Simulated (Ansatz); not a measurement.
A geometry of B away from equilibrium: step 2 of the relaxation of a relaxed B cell displaced along its unstable phonon at q = (½, ½, 0) of its primitive reciprocal cell (384i cm⁻¹), largest move 0.15 Å. All values below come from r2SCAN (plane waves to 500 eV, PAW, scalar-relativistic; Ansatz, a first-principles code). Γ-centred k-mesh 17×17×17 on the run's cell (coarser than for final values), Fermi–Dirac smearing 0.05 eV. The plane waves were selected for a different cell earlier on the path.

```
CELL_PARAMETERS angstrom
      2.39037     1.33376     2.59789
      0.00000     1.33376     2.59789
      0.00000    -1.35741     1.31156
ATOMIC_POSITIONS crystal
  B  0.00000 0.48107 0.58644
  B  0.50000 0.51893 0.41356
```

Question: What forces act on the atoms (eV/Å)?

Answer: 
```
atom    Fx     Fy     Fz
----  ----  -----  -----
B1    0.00  -0.38   0.12
B2    0.00   0.38  -0.12
```

The path ends in Pmmn (No. 59). No spin polarisation in the result.

The run could not lose the symmetry of its start: the end is stationary, and may be a saddle point rather than a minimum.

The end of the path is a generated cell of B: the first start was made by placing the elements on the sites of a structure type, and the end was not matched to a known phase here, so it may be hypothetical.
